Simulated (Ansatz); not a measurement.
## Notes on KYbSiS$_{4}$

```yaml
crystal:
  lattice:
    - [6.33073, 0.00000, 0.00000]
    - [0.00000, 6.57229, 0.00000]
    - [-2.66730, 0.00000, 8.16643]
  atoms:
    - { symbol: K, position: [0.26990, 0.18770, 0.06420] }
    - { symbol: K, position: [0.73010, 0.68770, 0.93580] }
    - { symbol: Yb, position: [0.23071, 0.16631, 0.54946] }
    - { symbol: Yb, position: [0.76929, 0.66631, 0.45054] }
    - { symbol: Si, position: [0.21790, 0.70340, 0.32600] }
    - { symbol: Si, position: [0.78210, 0.20340, 0.67400] }
    - { symbol: S, position: [0.01750, 0.43920, 0.29980] }
    - { symbol: S, position: [0.98250, 0.93920, 0.70020] }
    - { symbol: S, position: [0.97510, 0.93840, 0.28150] }
    - { symbol: S, position: [0.02490, 0.43840, 0.71850] }
    - { symbol: S, position: [0.58330, 0.20250, 0.82980] }
    - { symbol: S, position: [0.41670, 0.70250, 0.17020] }
    - { symbol: S, position: [0.42540, 0.75920, 0.56900] }
    - { symbol: S, position: [0.57460, 0.25920, 0.43100] }
```

Single point in Ansatz 0.2.0 with r2SCAN, no spin polarisation. Cutoff 500 eV, PAW datasets, 3×3×3 Γ-centred k mesh, fermi-dirac filling (width 0.0197 eV).

Q: What does the stress say?

A: The pressure is 0.7 GPa (compression positive), so with the atoms held at these fractions the cell would first expand.

Q: How is the charge shared?

A: Bader charges in e: K +0.86, Yb +1.80, Si +2.71, S -1.37 to -1.32. In the mean Si gives up most and S takes most.

Q: Which atom feels the largest force, and which way?

A: The largest is on Si5 (and as large on other atoms): 0.26 eV/Å, components (0.17, 0.16, 0.11). It makes 76° with the line to a nearest neighbour, S12 at 2.10 Å.

Q: What happens at the Fermi level?

A: It is a metal on this mesh, though the bands barely overlap, with about 32 states/eV a cell as the mean within 0.25 eV of the Fermi level, mostly Yb f (79 %) and S p (20 %).

Origin: a database entry at a rescaled volume. Caveats: no spin polarisation, so a magnetic state may lie lower; the k mesh is coarse if the cell is a metal; f levels without a U or exact exchange are poorly placed.
